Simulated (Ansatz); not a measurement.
Ge:
```
CELL_PARAMETERS angstrom
      5.94947     0.00000     0.00000
      0.00000     5.94947     0.00000
      0.00000     0.00000     7.08022
ATOMIC_POSITIONS crystal
  Ge 0.08416 0.08416 0.00000
  Ge 0.41584 0.58416 0.75000
  Ge 0.91584 0.91584 0.50000
  Ge 0.58416 0.41584 0.25000
  Ge 0.16936 0.37273 0.24440
  Ge 0.12727 0.66936 0.99440
  Ge 0.83064 0.62727 0.74440
  Ge 0.87273 0.33064 0.49440
  Ge 0.66936 0.12727 0.00560
  Ge 0.62727 0.83064 0.25560
  Ge 0.33064 0.87273 0.50560
  Ge 0.37273 0.16936 0.75560
```

Relaxed with r²SCAN. Independent-particle spectrum: no excitons, no local fields, no scissors shift; 0.1 eV broadening; ε₁ of the summed bands alone.

**Question.** Tabulate the dielectric function from plane-wave PAW r²SCAN (Ansatz code).

**Answer.** 

| E (eV) | ε₁ xx | ε₂ xx | ε₁ zz | ε₂ zz |
|---|---|---|---|---|
| 0.0 | 27.74 | 0.00 | 22.65 | 0.00 |
| 0.4 | 28.82 | 0.00 | 23.29 | 0.00 |
| 0.8 | 33.58 | 2.36 | 25.89 | 0.27 |
| 1.2 | 37.56 | 6.34 | 32.04 | 3.01 |
| 1.6 | 42.52 | 20.58 | 34.71 | 14.86 |
| 2.0 | 37.88 | 38.11 | 31.00 | 24.15 |
| 2.4 | 13.93 | 48.74 | 20.66 | 35.01 |
| 2.8 | -0.57 | 37.62 | 8.79 | 31.33 |
| 3.2 | -7.64 | 28.99 | -0.28 | 29.22 |
| 3.6 | -9.29 | 22.74 | -3.57 | 21.91 |
| 4.0 | -9.22 | 18.98 | -5.91 | 20.51 |
| 4.4 | -11.48 | 14.55 | -8.14 | 15.71 |
| 4.8 | -10.54 | 10.28 | -8.32 | 12.18 |
| 5.2 | -8.91 | 7.13 | -8.25 | 8.53 |
| 5.6 | -7.33 | 6.19 | -6.89 | 7.38 |
| 6.0 | -6.50 | 4.82 | -5.83 | 5.68 |
| 6.4 | -5.67 | 4.23 | -4.92 | 5.39 |
| 6.8 | -5.05 | 3.60 | -5.00 | 4.90 |
| 7.2 | -4.70 | 3.07 | -4.71 | 3.99 |
| 7.6 | -4.20 | 2.37 | -4.44 | 3.18 |
| 8.0 | -3.69 | 1.98 | -3.95 | 2.70 |
| 8.4 | -3.23 | 1.69 | -3.65 | 2.07 |
| 8.8 | -2.93 | 1.54 | -3.31 | 1.84 |
| 9.2 | -2.57 | 1.23 | -2.87 | 1.39 |
| 9.6 | -2.28 | 1.12 | -2.51 | 1.15 |
| 10.0 | -2.06 | 0.98 | -2.20 | 1.00 |
| 10.4 | -1.79 | 0.77 | -1.90 | 0.83 |
| 10.8 | -1.53 | 0.69 | -1.67 | 0.75 |
| 11.2 | -1.35 | 0.70 | -1.46 | 0.70 |
| 11.6 | -1.20 | 0.61 | -1.28 | 0.63 |
| 12.0 | -1.04 | 0.57 | -1.11 | 0.57 |

**Question.** From ε at 2.2 eV (xx: 27.90 + 45.18i), find n, k, the normal reflectivity and the absorption coefficient.

**Answer.** n = 6.36, k = 3.550, R = 62 %, α = 2kE/ħc = 790000 cm⁻¹.

With all bands, ε∞ without local fields is 27.8 (xx = yy), 22.7 (zz).

Space group P4_32_12. The workflow started from a Materials Project entry (that database holds measured and hypothetical structures alike); the Crystallography Open Database files this formula in space group No. 96, but the cells were not matched. It is not the phase usual at ambient conditions (space group No. 227). The r²SCAN relaxation kept the symmetry of its start; whether a distortion lowers the energy is not shown. Scalar-relativistic: spin–orbit coupling is off unless named, which matters more the heavier the elements.

Potentials: the earlier of the program's two PAW sets.
